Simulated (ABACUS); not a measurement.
ABACUS run on Ag (P1, 8 atoms in the cell; from Materials Project mp-8566, changed as shown): self-consistent single point.

Level of theory: LDA (PW92), numerical atomic orbitals DZP (confined pseudo-atomic orbitals with Gaussian additions; energy shift 0.003 Ry), PseudoDojo 0.4 standard norm-conserving LDA (tails mended) pseudopotentials (ABACUS).

The change in words: atoms moved at random. Reference geometry (P6_3/mmc):
```
Ag
1.0
    2.94315     0.00000     0.00000
    0.00000     5.09769     0.00000
    0.00000     0.00000     9.56781
Ag
8
Direct
  0.00000   0.00000   0.00000
  0.00000   0.00000   0.50000
  0.00000   0.33333   0.25000
  0.50000   0.16667   0.75000
  0.50000   0.50000   0.00000
  0.50000   0.50000   0.50000
  0.50000   0.83333   0.25000
  0.00000   0.66667   0.75000
```

Reference input (self-consistent single point, DFT, LDA (PW92), numerical atomic orbitals DZP (confined pseudo-atomic orbitals with Gaussian additions; energy shift 0.003 Ry), PseudoDojo 0.4 standard norm-conserving LDA (tails mended) pseudopotentials): basis = DZP numerical atomic orbitals, energy shift 0.003 Ry; KPT = Gamma 6 4 2 0 0 0; basis_type = lcao; dft_functional = PWLDA; ecutwfc = 100 Ry; smearing_method = fd; smearing_sigma = 0.00734986 Ry; potentials = PseudoDojo 0.4 standard norm-conserving LDA (tails mended); symmetry = 1; symmetry_prec = 1e-05; ks_solver = genelpa; scf_nmax = 100. This run's input differs from it in these lines:

```diff
@@ -42,10 +42,10 @@
 8
-   0.0000000000    0.0000000000    0.0000000000 1 1 1
-   0.0000000000    0.0000000000    4.7839055000 1 1 1
-   0.0000000000    1.6992279674    2.3919527500 1 1 1
-   1.4715760000    0.8496165326    7.1758582500 1 1 1
-   1.4715760000    2.5488445000    0.0000000000 1 1 1
-   1.4715760000    2.5488445000    4.7839055000 1 1 1
-   1.4715760000    4.2480724674    2.3919527500 1 1 1
-   0.0000000000    3.3984610326    7.1758582500 1 1 1
+  -0.0094180864    0.0104298717   -0.0786761099 1 1 1
+  -0.0340287234    0.0207017150    4.8521431281 1 1 1
+  -0.0018541858    1.7369559637    2.4191061976 1 1 1
+   1.5309305464    0.8422860558    7.1118974335 1 1 1
+   1.4701073672    2.5513066838   -0.0081422072 1 1 1
+   1.4146760424    2.4617861673    4.8293717379 1 1 1
+   1.5046423127    4.2777461151    2.3846812136 1 1 1
+   0.0112487269    3.3918544276    7.1930516064 1 1 1
 # file: KPT
```

The program printed (abridged):

```
 SELF-CONSISTENT
 -------------------------------------------

                  longest orb rcut (Bohr) = 8.6
   longest nonlocal projector rcut (Bohr) = 1.66
                     search radius (Bohr) = 20.5

                          real space grid = [ 36, 64, 120 ]

                                 init_chg = atomic

 LCAO ALGORITHM --------------- ION=   1  ELEC=   1--------------------------------

 Density error is 0.0437003734023
 E_KohnSham     -2479.4308921034     -33734.3879298293
 E_Fermi        1.2075135928         16.4290652747

 LCAO ALGORITHM --------------- ION=   1  ELEC=   2--------------------------------

   [... lines left out ...]

   [... 6 blocks of this kind left out ...]

 LCAO ALGORITHM --------------- ION=   1  ELEC=   9--------------------------------

 Density error is 3.56846913276e-07
 E_KohnSham     -2479.6646477783     -33737.5683389474
 E_Fermi        1.1739758828         15.9727613209

 LCAO ALGORITHM --------------- ION=   1  ELEC=  10--------------------------------

 Density error is 7.8706172262e-08
 E_KohnSham     -2479.6646477782     -33737.5683389460
 E_KS(sigma->0) -2479.6620329956     -33737.5327630038
 E_entropy(-TS) -0.0052295652        -0.0711518843
 E_Fermi        1.1739760693         15.9727638585
 charge density convergence is achieved
 final etot is -33737.568339 eV
 EFERMI = 15.972763858 eV

 STATE ENERGY(eV) AND OCCUPATIONS    NSPIN == 1
   [... 89 lines left out ...]

 TOTAL-FORCE (eV/Angstrom)
                       Ag1         0.0568194901         0.0286703861         0.2381205271
                       Ag2         0.0720016558        -0.3915676896        -0.4247905948
                       Ag3         0.0027563544        -0.0709719917        -0.0993166549
                       Ag4        -0.1392743831         0.0277351137         0.4286124420
                       Ag5        -0.0041118694        -0.0340678007         0.0923080562
                       Ag6         0.0623761998         0.4603558478        -0.2167716114
                       Ag7        -0.0603301491         0.0282994486         0.0500584059
   [... lines left out ...]

 TOTAL-STRESS (KBAR)
       -81.8899049599        -0.6576620500        -0.5157057262
        -0.6576620500      -113.8911486753         0.1167657580
        -0.5157057262         0.1167657580       -94.1792704388
 TOTAL-PRESSURE: -96.653441 KBAR

 --------------------------------------------
 !FINAL_ETOT_IS -33737.5683389459882164 eV
 --------------------------------------------
```

The run converged in 10 iterations. Against the reference run the free energy goes up by 9.5 meV/atom, the pressure goes from -10.12 to -9.67 GPa and the largest force goes from under 0.1 to 0.58 eV/Å.

The atom-centred basis is finite, which shifts total energies, pressures and forces against plane waves. The structure comes from a collection of computed structures, made at another level of theory; the collection holds predicted forms beside known ones. Its lattice was then scaled. No clean gap shows at this smearing width and mesh (spacing up to 0.36 Å⁻¹); the mesh is coarse for partly filled bands, so the values carry mesh errors.

Cost on one core: around 110 core-seconds (rough).

The atomic orbitals were generated for these runs; they are not ABACUS's published sets and were checked against plane waves on a few crystals only.

“Tails mended”: in these copies of the files the far tail of each local potential was reset to the Coulomb form.
